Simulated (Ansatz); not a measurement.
Ru:
```yaml
crystal:
  lattice:
    - [2.51088, 0.00000, 0.00000]
    - [0.00000, 2.51088, 0.00000]
    - [0.00000, 0.00000, 2.51088]
  atoms:
    - { symbol: Ru, position: [0.00000, 0.00000, 0.00000] }
```

Relaxed with PBE. Special points in fractions of this cell's reciprocal vectors: Γ (0.000, 0.000, 0.000); X (0.000, 0.500, 0.000); M (0.500, 0.500, 0.000); R (0.500, 0.500, 0.500).

### Question
List the band energies nearest the Fermi level at these points for PBE in the plane-wave PAW code Ansatz.

### Answer
In eV from the Fermi level; about four levels below and three above (degenerate sets whole), none deeper than 8.9 eV; … stands for higher levels left out; points with the same levels are listed once.

```tsv
k	below	above
Γ	-7.13 -5.33 -5.33	…
X	-4.44 -1.00 -1.00 -0.25	…
M	-6.06 -3.60 -0.49 -0.49	3.50 …
R	-4.71 -4.71 -4.71	3.67 3.67 …
```

Space group Pm-3m (simple cubic). The cell is a constructed one: a structure type filled with these elements; neither database checked (COD, Materials Project) lists it. It is not the phase usual at ambient conditions (space group No. 194). Symmetry was held in the PBE relaxation; its stability against distortions is not shown here. No spin polarisation was allowed. Spin–orbit coupling is left out wherever it is not named.

Potentials: the later of the program's two PAW sets.
